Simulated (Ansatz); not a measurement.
A geometry of Sn away from equilibrium: step 2 of the relaxation of a relaxed Sn cell, doubled along one cell vector, shaken by Gaussian noise of σ = 0.08 Å a coordinate. Calculation: r2SCAN (plane waves to 500 eV, PAW, scalar-relativistic; Ansatz, a program for electronic structure). Γ-centred k-mesh 11×11×6 on the run's cell (coarser than for final values), Fermi–Dirac smearing 0.05 eV.

```xyz
2
Lattice="3.0803 -0.0002 -0.0003 -0.0002 3.0832 -0.0029 -0.0006 -0.0058 6.0216" Properties=species:S:1:pos:R:3:forces:R:3 pbc="T T T" free_energy=-12077.093 pressure_GPa=0.2
Sn    -0.0001     0.1054     0.1543    0.0008    0.0110   -0.4025
Sn    -0.0147    -0.0513     3.0633   -0.0008   -0.0110    0.4025
```

Positions in Å, forces in eV/Å, free energy of the cell in eV (comparable only within this code, potentials and settings). Largest force: 0.40 eV/Å, on Sn1, Sn2 (atoms numbered as listed); the geometry lies 0.03 eV/atom above the end of its relaxation.

No spin polarisation in the result.

The run could not lose the symmetry of its start, so the end can be a saddle point.

The end of the path is a generated cell of Sn: the first start was made by placing the elements on the sites of a structure type, and the end was not matched to a known phase here, so it may be hypothetical. Known forms of Sn include space group No. 141, 227.
